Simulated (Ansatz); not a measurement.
Mo:
```yaml
crystal:
  lattice:
    - [-1.57186, 1.57186, 1.57186]
    - [1.57186, -1.57186, 1.57186]
    - [1.57186, 1.57186, -1.57186]
  atoms:
    - { symbol: Mo, position: [0.00000, 0.00000, 0.00000] }
```

Relaxed with r²SCAN+D4. Special points in fractions of this cell's reciprocal vectors: Γ (0.000, 0.000, 0.000); H (0.500, -0.500, 0.500); N (0.000, 0.000, 0.500); P (0.250, 0.250, 0.250).

**Question.** List the band energies nearest the Fermi level at these points for DFT-r²SCAN+D4 in the program Ansatz with PAW potentials.

**Answer.** In eV from the Fermi level; about four levels below and three above (degenerate sets whole), none deeper than 8.9 eV; … stands for higher levels left out; points with the same levels are listed once.

| k | below | above |
|---|---|---|
| Γ | -7.68 -1.45 -1.45 -1.45 | … |
| H | -5.70 -5.70 | … |
| N | -5.63 -3.62 | 1.58 1.89 … |
| P | -2.83 -2.83 -2.83 | … |

Space group Im-3m (bcc (W type)). Symmetry was held in the r²SCAN+D4 relaxation. No spin polarisation was allowed. The pairwise dispersion correction was not fitted to metals. Spin–orbit coupling is left out wherever it is not named.

Potentials: the later of the program's two PAW sets.
